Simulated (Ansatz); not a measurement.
**Magnetic orders of CuO2**

Computed with Ansatz 0.2.0, DFT PBE, scalar-relativistic, plane waves, PAW.

```cif
data_structure
_symmetry_space_group_name_H-M 'P 1'
_symmetry_Int_Tables_number 1
_cell_length_a 3.4282
_cell_length_b 3.4282
_cell_length_c 3.4282
_cell_angle_alpha 60.000
_cell_angle_beta 60.000
_cell_angle_gamma 60.000
_cell_volume 28.49
loop_
_atom_site_label
_atom_site_type_symbol
_atom_site_fract_x
_atom_site_fract_y
_atom_site_fract_z
_atom_site_occupancy
Cu1 Cu 0.00000 0.00000 0.00000 1
O1 O 0.25000 0.25000 0.25000 1
O2 O 0.75000 0.75000 0.75000 1
```

```json
{
 "plane-wave cutoff": "420 eV",
 "Γ-centred k-mesh": "14×14×14",
 "occupation rule": "Gaussian smearing, 0.1 eV",
 "list of starting moments (μB, in atom order)": "1 0 0",
 "check for lower electronic states after the SCF": "off"
}
```

All runs keep this geometry, which stands near equilibrium for the lowest state (largest force there 0.000 eV/Å, pressure 0.0 GPa; forces reach 0.10 eV/Å in another state) and needn't be a stable compound; relaxing each order can shift differences of a few meV. A propagation vector, in units of the reciprocal vectors, doubles the cell, which takes an equally dense mesh. The large starts are 2.5 0 0 μB. The small starts are 0.5 0 0 μB. Site moments are spin moments in atom-centred spheres that scale with the neighbour distance. The states are those that the runs reached from these starts; a lower one can exist.

Task: Starts tried: no spin; ferromagnetic; large parallel starting moments; antiferromagnetic, doubled cell, propagation vector (0, 0, 1/2); antiferromagnetic, doubled cell, propagation vector (0, 1/2, 1/2); small parallel starting moments. Which state comes out lowest, and what are the moments?

Result: The lowest state is ferromagnetic, reached from the start “ferromagnetic” and the start “large parallel starting moments” and the start “small parallel starting moments”, with site moments (μB) Cu +0.64, O +0.67 (×2).

| start | ends | energy above lowest (meV/atom) | site moments (μB) | gap on mesh (eV) | P (GPa) |
| --- | --- | --- | --- | --- | --- |
| no spin | non-magnetic | 88.8 | none over 0.05 | metal | -1.6 |
| ferromagnetic | ferromagnetic | 0.00 | Cu +0.64, O +0.67 (×2) | metal | 0.0 |
| large parallel starting moments | ferromagnetic | 0.00 | Cu +0.64, O +0.67 (×2) | metal | 0.0 |
| antiferromagnetic, doubled cell, propagation vector (0, 0, 1/2) | antiferromagnetic | 58.0 | Cu +0.53, O +0.41 (×2), O -0.41 (×2), Cu -0.53 | metal | -0.4 |
| antiferromagnetic, doubled cell, propagation vector (0, 1/2, 1/2) | antiferromagnetic | 70.8 | Cu +0.50, Cu -0.50 | metal | -1.0 |
| small parallel starting moments | ferromagnetic | 0.00 | Cu +0.64, O +0.67 (×2) | metal | 0.0 |

Cost: 6 runs of about 3.9 core-minutes in all, on Intel Xeon Processor @ 2.50GHz (Skylake/Cascade Lake) (shared hosts).